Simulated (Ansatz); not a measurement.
**Bi, one cell by several methods**

```
Bi
1.0
     4.53900    0.00000    0.00000
    -2.26950    3.93089    0.00000
     0.00000    0.00000   11.82900
Bi
2
Direct
  0.33333 0.66667 0.25000
  0.66667 0.33333 0.75000
```

Atoms are numbered in the order listed.

The cell comes from COD entry 9011614, which wasn't checked; take it as a given geometry.

Spin–orbit coupling is left out, though it moves levels of the heavy atoms by tenths of an eV or more.

Methods: DFT, PBEsol, PAW with Ansatz's default frozen-core files, scalar-relativistic (Ansatz 0.2.0); DFT, PBEsol, all-electron PAW with datasets made for the crystal, scalar-relativistic (Ansatz 0.2.0); DFT, PBEsol, all-electron LAPW, scalar-relativistic (Ansatz 0.2.0).

For PAW: a Γ-centred 9×9×3 k mesh, Fermi–Dirac smearing of 0.03 eV, cutoff 420 eV, no spin polarisation; the PAW files were made with PBE, and the program remakes their frozen cores for this functional. The crystal-made all-electron datasets (AE datasets) take a cutoff of 240 eV at this cell. LAPW targets a basis error of 0.5 meV/atom. The Ansatz runs share mesh, smearing and spin set-up. Plane-wave (PAW) pressures include the program's estimate of the Pulay term.

Stress and pressure are positive in compression.

No spin–orbit coupling: at heavy atoms the gradients can be off by tens of per cent for that reason.

In a metal, gradients converge slowly with the k mesh: the values move by tens of per cent from one mesh to another, at times in sign, so only the comparison on one mesh counts.

Levels count from the Fermi level.

```csv
quantity,PAW,AE datasets,LAPW
pressure (GPa),-3.54,-3.54,-3.54
stress xx (GPa),-5.12,-5.12,-5.11
stress zz (GPa),-0.38,-0.38,-0.38
highest filled level at L (eV),-1.366,-1.366,-1.366
lowest empty level at L (eV),0.141,0.141,0.141
highest filled level at A (eV),-0.616,-0.616,-0.616
lowest empty level at A (eV),1.434,1.434,1.434
highest filled level at Γ (eV),-0.337,-0.337,-0.337
lowest empty level at Γ (eV),1.428,1.428,1.428
field gradient Vzz at Bi1 (10²¹ V/m²),-11.86,-11.58,–
```

PAW's pressure differs from the LAPW value by about 0.01 GPa or less.
